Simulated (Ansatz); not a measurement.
B in space group I4_132 (No. 214; B on 8a), the program Ansatz at the r²SCAN level (PAW). The conduction-band minimum lies on the Γ–P line, 23 % of the way from Γ, with 8 equivalent valleys. Second derivatives d²E/dk² of the lowest band at one valley (eV·Å²), along Cartesian directions:

```json
[
 {"direction": "[100]", "d²E/dk²": "10.16"},
 {"direction": "[010]", "d²E/dk²": "10.16"},
 {"direction": "[001]", "d²E/dk²": "10.16"},
 {"direction": "[110]", "d²E/dk²": "6.823"},
 {"direction": "[101]", "d²E/dk²": "13.51"},
 {"direction": "[011]", "d²E/dk²": "13.51"}
]
```

### Question
Find the principal effective masses, the density-of-states mass and the conductivity mass.

### Answer
Off-diagonal terms follow from H_xy = H[110] − (H_xx + H_yy)/2, and m*/mₑ = 7.620 eV·Å² over each eigenvalue: 0.56, 0.56, 2.2. One valley's DOS mass (m₁m₂m₃)^(1/3) = 0.89, conductivity mass 3/(Σ 1/mᵢ) = 0.75 mₑ.

### Question
What effective density of states Nc follows at 300 K for parabolic valleys?

### Answer
Nc = 2.509e19 × 8 × (0.89)^(3/2) ≈ 1.7e20 cm⁻³.

The start of the workflow was typed in or built on a structure type; neither database checked (COD, Materials Project) lists it. It is not the phase usual at ambient conditions (space group No. 166). The cell was relaxed with r²SCAN under the symmetry of its start; whether a distortion lowers the energy is not shown.

Potentials: the later of the program's two PAW sets.

Edges and masses are those of Kohn–Sham bands, whose gap is no quasiparticle gap.
